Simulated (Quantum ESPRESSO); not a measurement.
## Kohn-Sham bands of HfO2 (P2₁/c)

```
CELL_PARAMETERS angstrom
      5.09418     0.00000     0.00000
      0.00000     5.15064     0.00000
     -0.87617     0.00000     5.20295
ATOMIC_POSITIONS crystal
  Hf 0.27614 0.45806 0.70791
  Hf 0.72386 0.54194 0.29209
  Hf 0.72386 0.95806 0.79209
  Hf 0.27614 0.04194 0.20791
  O  0.44800 0.74253 0.97858
  O  0.55200 0.25747 0.02142
  O  0.55200 0.24253 0.52142
  O  0.44800 0.75747 0.47858
  O  0.06836 0.33076 0.34625
  O  0.93164 0.66924 0.65375
  O  0.93164 0.83076 0.15375
  O  0.06836 0.16924 0.84625
```

Materials Project entry mp-352; symmetrised, unrelaxed at this level. COD (Crystallography Open Database) has the formula in 3 space groups, this one among them (matched by group alone). Method: LDA plane waves in Quantum ESPRESSO 7.5 (PseudoDojo norm-conserving files, 68 Ry, no spin polarisation, no spin-orbit coupling), Bloch states on a 4×4×4 mesh through Γ, Wannier90 4.0.1. Density: 6×6×6 mesh, Gaussian smearing 0.01 Ry. Spin-orbit coupling is left out although heavy elements are present.

Problem. List the Kohn-Sham levels between −8 and 7.0 eV relative to the valence-band maximum at the high-symmetry points, as a band run of pw.x on that density gives them (levels within 2 meV counted together).

Solution. 
```tsv
point	k (reciprocal lattice)	levels (eV)
Γ	0.000 0.000 0.000	-5.66, -5.57, -5.01, -4.78, -4.67, -4.34, -3.47, -3.19, -3.02, -2.86, -2.82, -2.68, -2.12, -1.98, -1.97, -1.92, -1.71, -1.21, -1.18, -1.05, -0.57 (×2), -0.23, 0.00, 4.44, 5.01, 5.11, 5.46, 5.67, 5.81, 6.13, 6.28, 6.52, 6.70
Z	0.000 0.500 0.000	-5.25 (×2), -4.56 (×2), -4.03 (×2), -3.85 (×2), -3.60 (×2), -2.66 (×2), -2.14 (×2), -1.78 (×2), -1.35 (×2), -1.15 (×2), -0.87 (×2), -0.47 (×2), 4.93 (×2), 5.53 (×2), 5.91 (×2), 6.14 (×2), 6.87 (×2)
D	0.000 0.500 0.500	-4.55 (×2), -4.43 (×2), -3.88 (×4), -3.31 (×2), -2.96 (×2), -2.65 (×2), -2.25 (×2), -1.64 (×2), -0.98 (×2), -0.96 (×2), -0.69 (×2), 4.88 (×2), 5.06 (×2), 5.81 (×2), 6.57 (×2), 6.89 (×2)
B	0.000 0.000 0.500	-4.93 (×2), -4.42 (×2), -4.23 (×2), -3.67 (×2), -3.30 (×2), -2.93 (×2), -2.46 (×2), -1.97 (×2), -1.62 (×2), -1.08 (×2), -0.88 (×2), -0.53 (×2), 4.68 (×2), 5.17 (×2), 6.08 (×2), 6.69 (×2), 6.88 (×2)
A	-0.500 0.000 0.500	-4.88 (×2), -4.47 (×2), -4.06 (×2), -4.01 (×2), -3.62 (×2), -2.54 (×2), -2.11 (×2), -1.84 (×2), -1.48 (×2), -1.32 (×2), -1.04 (×2), -0.54 (×2), 4.29 (×2), 5.48 (×2), 5.67 (×2), 6.24 (×2), 6.89 (×2)
E	-0.500 0.500 0.500	-4.64 (×2), -4.40 (×2), -4.05 (×2), -3.71 (×2), -2.96 (×2), -2.86 (×2), -2.42 (×2), -2.35 (×2), -1.65 (×2), -1.27 (×2), -1.10 (×2), -0.77 (×2), 4.43 (×2), 5.17 (×2), 5.65 (×2), 6.06 (×2)
C_2	-0.500 0.500 0.000	-4.69 (×2), -4.40 (×2), -4.29 (×2), -3.91 (×2), -3.07 (×2), -2.87 (×2), -2.15 (×2), -1.97 (×2), -1.61 (×2), -1.48 (×2), -0.99 (×2), -0.63 (×2), 4.65 (×2), 5.18 (×2), 6.06 (×2), 6.29 (×2), 6.52 (×2)
Y_2	-0.500 0.000 0.000	-5.73, -5.13, -4.64, -4.53, -4.44, -4.36, -3.74, -3.48, -3.48, -3.09, -2.84, -2.67, -2.26, -1.99, -1.72, -1.71, -1.48, -1.44, -1.33, -0.93, -0.78, -0.61, -0.48, -0.09, 3.95, 5.03, 5.11, 5.12, 5.81, 5.85, 6.02, 6.46
```
